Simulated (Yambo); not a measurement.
A G0W0@PBEsol run in Yambo for CuI (space group P-3m1, No. 164) (3×3×2 Γ-centred k mesh, bands 17 to 252 and a 6 Ry block in the screening, 252 bands in G with the Bruneval-Gonze terminator, plasmon pole fitted at 27.2 eV) gives these matrix elements, in eV, at the band edges (Γ → Γ):

```json
[
 {"state": "valence edge", "E0": "0.000", "<Vxc>": "-19.406", "<Σx>": "-23.548", "<Σc(E0)>": "3.370", "Z": "0.776"},
 {"state": "conduction edge", "E0": "1.233", "<Vxc>": "-10.678", "<Σx>": "-6.496", "<Σc(E0)>": "-3.613", "Z": "0.813"}
]
```

### Question
Solve the linearised quasiparticle equation for both states, give the gap, and say how exchange and correlation each act on it.

### Answer
E = E0 + Z(Σx + Σc − Vxc). Valence: 0.000 + 0.776 × (-23.548 + (3.370) − (-19.406)) = -0.60 eV. Conduction: 1.233 + 0.813 × (-6.496 + (-3.613) − (-10.678)) = 1.70 eV. The gap is 2.30 eV, against 1.23 eV in PBEsol. Replacing Vxc by bare exchange alone would open it by 8.32 eV; correlation takes back 6.98 eV of that, and Z scales what is left. Nearest settings tried, and what they do to the gap: 172 bands in G: +17 meV; 3 Ry block (69 vectors against 161): +112 meV. Not varied: bands in W, mesh. So the settings aren't converged at that level. The k mesh is coarse. The filled Cu 3d shell has no Hubbard U; semilocal functionals place it too high.

Spin-orbit coupling is included.

Geometry relaxed with PBE+D3(BJ); primitive cell a = b = 4.068 Å, c = 7.095 Å, α = β = 90.00°, γ = 120.00°.

This is not the ordinary phase of the substance; no match was found in the copy of COD used, and its stability was not checked.
